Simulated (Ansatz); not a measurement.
An Ansatz (an electronic-structure program) input:

Ansatz 0.2 input:
```yaml
crystal:
  lattice:
    - [4.295702698, 0.0, 0.0]
    - [-2.147851349, 3.7201876636, 0.0]
    - [0.0, 0.0, 6.6799005849]
  atoms:
    - { symbol: Bi, position: [0.0, 0.0, 0.0068721806] }
    - { symbol: Te, position: [0.3333333333, 0.6666666667, 0.2659852382] }
    - { symbol: Br, position: [0.6666666667, 0.3333333333, 0.7271425812] }
kpoints:
  mp_grid: { grid: [6, 6, 4] }
  band_path:
    path:
      - [[0.0, 0.0, 0.0], [0.5, 0.0, 0.0], [0.3333333333, 0.3333333333, 0.0], [0.0, 0.0, 0.0], [0.0, 0.0, 0.5], [0.5, 0.0, 0.5], [0.3333333333, 0.3333333333, 0.5], [0.0, 0.0, 0.5]]  # Γ-M-K-Γ-A-L-H-A
      - [[0.5, 0.0, 0.5], [0.5, 0.0, 0.0]]  # L-M
      - [[0.3333333333, 0.3333333333, 0.5], [0.3333333333, 0.3333333333, 0.0]]  # H-K
      - [VBM, CBM]
    npoints: 8
hamiltonian:
  xc: r2scan
  dispersion: d4
  pseudopotentials: { kind: paw }
magnetization: { noncollinear: true, spin_orbit: true }
scf:
  n_extra_bands: 12
  convergence: { dr2_threshold: 0.0000000001 }
  occupations: { method: gaussian, width: 0.01 }
checkpoint: { write: soc.run }
output: { eigenvalues: true }
```

### Question
How many symmetry operations and irreducible k-points will the run report?

### Answer
6 operations, 24 of 144 k-points.

### Question
With a cutoff of 500 eV, how many plane waves at Γ?

### Answer
2695.

It took around 6 core-minutes (rough) on shared server cores.

Space group P3m1. The first step of the workflow began from a Materials Project structure, measured or hypothetical; the Crystallography Open Database copy checked does not list it. With Te and Br taken as one species the cell has the higher symmetry P-3m1, so it may be an ordered model of a mixed-site phase. Its standing as an ambient phase is unchecked. The r²SCAN+D4 relaxation kept the symmetry of its start; its stability against distortions is not shown here.

Potentials: the later of the program's two PAW sets.

Ansatz is a plane-wave DFT program.
